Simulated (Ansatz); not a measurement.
Theory: DFT PBE, scalar-relativistic, plane waves, PAW in Ansatz 0.2.0. The final run on the 8-atom cell used 420 eV, a Γ-centred 8×8×4 mesh, 0.02 eV smearing and no spin polarisation.

Formation energies are uncorrected and refer to the elements' standard structures at the same level.

Question: Suggest a trial structure for a tetragonal semiconductor made of Al, As and In, with a gap near 1.0 eV, a formation energy near −0.41 eV/atom and a density near 4.13 g/cm³, in a cell of 8 atoms. Its symmetry should be P-4m2 (No. 115).

Answer: Al₃InAs₄, space group P-4m2 (No. 115). Al on a site of symmetry 2mm has 4 As at 2.48–2.50 Å; Al on a site of symmetry -4m2 has 4 As at 2.50 Å; In is surrounded by 4 As at 2.64 Å; around As on its first site lie 4 Al at 2.50 Å; 1 more site not described.

Space group P-4m2 (No. 115). a = 4.125 Å, b = 4.125 Å, c = 11.693 Å, α = 90.00°, β = 90.00°, γ = 90.00°
```json
{"atom": "Al", "site": "2e", "symmetry": "2mm.", "x": "0.0000", "y": "0.0000", "z": "0.7408"}
{"atom": "Al", "site": "1c", "symmetry": "-4m2", "x": "0.5000", "y": "0.5000", "z": "0.5000"}
{"atom": "In", "site": "1b", "symmetry": "-4m2", "x": "0.5000", "y": "0.5000", "z": "0.0000"}
{"atom": "As", "site": "2g", "symmetry": "2mm.", "x": "0.5000", "y": "0.0000", "z": "0.6204"}
{"atom": "As", "site": "2g", "symmetry": "2mm.", "x": "0.5000", "y": "0.0000", "z": "0.1407"}
```

- Volume per atom: 24.87 Å³
- Density: 4.13 g/cm³
- Formation energy: −0.414 eV/atom
- Gap on the 8×8×4 mesh of the 8-atom cell: 1.03 eV

It was reached by relaxing an invented guess, and it needn't be the stable form of this composition. Other answers may fit too; this one was computed.

Kohn–Sham gaps at this level usually fall short of measured ones. The reference form of As is held partly by dispersion forces, which this level lacks. Symmetry constrained the relaxation, so the result can be a saddle point.
